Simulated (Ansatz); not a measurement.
A geometry of Al2Cu away from equilibrium: the start of the relaxation of a randomly generated symmetric cell of Al2Cu (space group No. 171). All values below come from PBE (plane waves to 420 eV, PAW, scalar-relativistic; Ansatz, a quantum-chemistry and plane-wave program). Γ-centred k-mesh 7×7×5 on the run's cell (coarser than for final values), Fermi–Dirac smearing 0.05 eV.

```xyz
9
Lattice="5.2891 0.0000 0.0000 -2.6445 4.5805 0.0000 0.0000 0.0000 6.8072" Properties=species:S:1:pos:R:3:forces:R:3 pbc="T T T" free_energy=-23096.187 pressure_GPa=1.1
Al     1.3223     2.2902     0.0600    0.0000    0.0000    1.0823
Al     2.6445     0.0000     4.5982    0.0000    0.0000    1.0823
Al    -1.3223     2.2902     2.3291    0.0000    0.0000    1.0823
Al     0.0000     0.0000     6.3288    0.0000    0.0000   -0.5532
Al     0.0000     0.0000     4.0597    0.0000    0.0000   -0.5532
Al     0.0000     0.0000     1.7907    0.0000    0.0000   -0.5532
Cu     1.3223     2.2902     4.4860    0.0000    0.0000   -0.5291
Cu     2.6445     0.0000     2.2169    0.0000    0.0000   -0.5291
Cu    -1.3223     2.2902     6.7550    0.0000    0.0000   -0.5291
```

Positions in Å, forces in eV/Å, free energy of the cell in eV (comparable only within this code, potentials and settings). Largest force: 1.08 eV/Å, on Al1, Al2, Al3 (atoms numbered as listed); the geometry lies 0.32 eV/atom above the end of its relaxation.

No spin polarisation in the result.

The run could not lose the symmetry of its start, so the end can be a saddle point.

The end of the path is a generated cell of Al2Cu: the first start was made by a random draw of sites in a space group, and the end was not matched to a known phase here, so it may be hypothetical. Known forms of Al2Cu include space group No. 140.
